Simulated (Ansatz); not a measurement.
Li2O (anti-fluorite, Fm-3m), r²SCAN (plane waves, PAW; program Ansatz), all energies at zero smearing, with the estimated change up to a 700 eV cutoff added, with one set of potentials and settings (totals compare only within such a set). Cell of 3 atoms (1 O, 2 Li): -982.201 eV.

| element | reference phase | E (eV/atom) |
|---|---|---|
| O | C2/m, 4 atoms in the cell, spin-polarised | -566.0281 |
| Li | Fm-3m, 1 atoms in the cell | -205.1371 |

Formation energy per atom, worked out: (-982.201 − 1×(-566.0281) − 2×(-205.1371))/3 = -1.966 eV/atom (-190 kJ per mol of atoms), at 0 K, without zero-point energy or fitted corrections.

Symmetry was held in the r²SCAN relaxation. The references are the lowest solids computed at this level, not always the standard phases (solids in place of the gases).

Potentials: the later of the program's two PAW sets.
